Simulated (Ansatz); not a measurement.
Relaxed BaTiO$_{3}$ (tetragonal-perovskite type, space group P4mm):

```
BaTiO3
1.0
    3.97230     0.00000     0.00000
    0.00000     3.97230     0.00000
    0.00000     0.00000     4.11282
Ti Ba O
1 1 3
Direct
  0.50000   0.50000   0.45232
  0.00000   0.00000   0.93423
  0.50000   0.50000   0.89517
  0.50000   0.00000   0.41214
  0.00000   0.50000   0.41214
```

Scan: atom 3 (O, nearest neighbour Ti at 1.821 Å; its periodic images, 4.0 Å or more away, move with it) is displaced along Cartesian [111], direction (0.577, 0.577, 0.577) in Cartesian axes, by s. The other atoms stay.

Computed with r2SCAN (plane waves to 500 eV, PAW, scalar-relativistic; Ansatz, a quantum-chemistry and plane-wave program). k mesh 7×7×7 (Γ-centred), Fermi-Dirac smearing 0.05 eV. E stands for the smeared free energy. Left out: 2 of 11 points, with atoms too close for the PAW data. BaTiO3 is run without spin polarisation. BaTiO3 was relaxed with its symmetry unable to fall. The zero of ΔE is the undisplaced structure.

```tsv
s (Å)	ΔE (meV/cell)
-0.216	229
-0.144	99
-0.072	24
0.000	0
0.072	22
0.144	86
0.216	186
0.288	withheld
0.360	487
```

Question: Fit a polynomial form (powers 2, 3, 4) to the given rows and predict ΔE at s = 0.288.

Answer: Least squares on the 8 given rows: ΔE = (4417)·s² + (-2125)·s³ + (813.8)·s⁴, in meV/cell with s in Å; root-mean-square residual 0.4 meV/cell. At 0.288 the fit gives 321 meV/cell; the calculation gives 320 meV/cell, so the interpolation is off by 1 (+0.3 %). The quadratic term alone would give 366 meV/cell.

(For displaced atoms, the force is minus the slope of the energy, and its curvature is a force constant, which sets phonon frequencies.)
